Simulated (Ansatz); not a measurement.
These are results of Ansatz 0.2.0, DFT PBE, scalar-relativistic, plane waves, PAW, not measurements. Settings: cutoff 420 eV, Γ-centred meshes spaced at most about 0.3 Å⁻¹, and about 0.25 Å⁻¹ or finer for metals (2π included), Gaussian smearing. Collinear spin in cells that started with moments and kept them past the coarse steps, no spin elsewhere.

Each of these unrelaxed guesses is relaxed in cell and atoms within its symmetry. A guess keeps its type if space group and coordination stay and the shape of the cell changes little (axis ratios within about 15 %, angles within 6°); the volume may change.

1. RbNaPt6

```
Rb Na Pt
1.0
     4.25378    0.00000    0.00000
     0.00000    4.25378    0.00000
     0.00000    0.00000    8.48167
Rb Na Pt
1 1 6
Cartesian
  0.0000 0.0000 0.0000
  0.0000 0.0000 4.2408
  2.1269 2.1269 0.0000
  2.1269 2.1269 4.2408
  2.1269 0.0000 2.0488
  2.1269 0.0000 6.4328
  0.0000 2.1269 2.0488
  0.0000 2.1269 6.4328
```

2. MgAlC4N4

```
Mg Al C N
1.0
     5.91207    0.00000    0.00000
     0.00000    5.91207    0.00000
     0.00000    0.00000    5.91207
Mg Al C N
1 1 4 4
Direct
  0.50000 0.50000 0.50000
  0.00000 0.00000 0.00000
  0.18311 0.18311 0.18311
  0.18311 0.81689 0.81689
  0.81689 0.18311 0.81689
  0.81689 0.81689 0.18311
  0.29736 0.29736 0.29736
  0.29736 0.70264 0.70264
  0.70264 0.29736 0.70264
  0.70264 0.70264 0.29736
```

3. NbTlTe4

```
Nb Tl Te
1.0
    -3.62294    3.62294    4.06242
     3.62294   -3.62294    4.06242
     3.62294    3.62294   -4.06242
Nb Tl Te
1 1 4
Direct
  0.32806 0.32806 0.00000
  0.82824 0.82824 0.00000
  0.02067 0.70798 0.68731
  0.02067 0.33336 0.31269
  0.70798 0.02067 0.68731
  0.33336 0.02067 0.31269
```

4. KRh

```
K Rh
1.0
     3.62534    0.00000    0.00000
     0.58373    3.62663    0.00000
     0.49391    0.53230    4.47046
K Rh
1 1
Direct
  0.50000 0.50000 0.00000
  0.00000 0.50000 0.50000
```

5. CrRuC4N4 (collinear spin from parallel moments)

```
Cr Ru C N
1.0
     7.20259    0.00000    0.00000
     0.00000    7.20259    0.00000
     0.00000    0.00000    3.53921
Cr Ru C N
1 1 4 4
Direct
  0.00000 0.00000 0.00000
  0.50000 0.50000 0.00000
  0.19026 0.80974 0.00000
  0.80974 0.19026 0.00000
  0.19026 0.19026 0.00000
  0.80974 0.80974 0.00000
  0.30512 0.69488 0.00000
  0.69488 0.30512 0.00000
  0.30512 0.30512 0.00000
  0.69488 0.69488 0.00000
```

Problem. Which keep their type?

Solution. Guesses 1, 2 and 5 keep their type.

| guess | kept | start group | end group | V start (Å³/atom) | V end | b/a and c/a, end over start | nearest neighbours start | nearest neighbours end |
| --- | --- | --- | --- | --- | --- | --- | --- | --- |
| 1 | yes | P4/mmm | P4/mmm | 19.2 | 17.5 | 1.00, 1.01 | Na 12, Pt 12, Rb 12 | Na 12, Pt 12, Rb 12 |
| 2 | yes | P-43m | P-43m | 20.7 | 21.4 | 1.00, 1.00 | Al 4, C 1, Mg 4, N 1 | Al 4, C 1, Mg 4, N 1 |
| 3 | no | I4mm | I4/mmm | 35.5 | 36.7 | - | Nb 4, Te 2, Tl 4 | Nb 6, Te 1, Tl 2 |
| 4 | no | P-1 | R-3m | 29.4 | 20.3 | - | K 4, Rh 4 | K 12, Rh 12 |
| 5 | yes | P4/mmm | P4/mmm | 18.4 | 16.6 | 1.00, 0.87 | C 1, Cr 4, N 1, Ru 4 | C 1, Cr 4, N 1, Ru 4 |

Neighbours count within 15 % of an atom's shortest distance; end groups are read at 0.02 Å (0.05 Å in metals).

No dispersion correction is applied, so the spacing and binding between layers, chains or molecules are poorly described (NbTlTe4 I4/mmm). Spin–orbit coupling, which can matter for Pt, Te and Tl, is left out. In MgAlC4N4 P-43m an odd number of electrons in the primitive cell allows no gap without spin; a larger cell or a magnetic state could open one. A magnetic state wasn't ruled out in cells without spin, among them MgAlC4N4 P-43m, NbTlTe4 I4/mmm. Another magnetic order may lie lower. Cells relaxed within their symmetry can be saddle points.
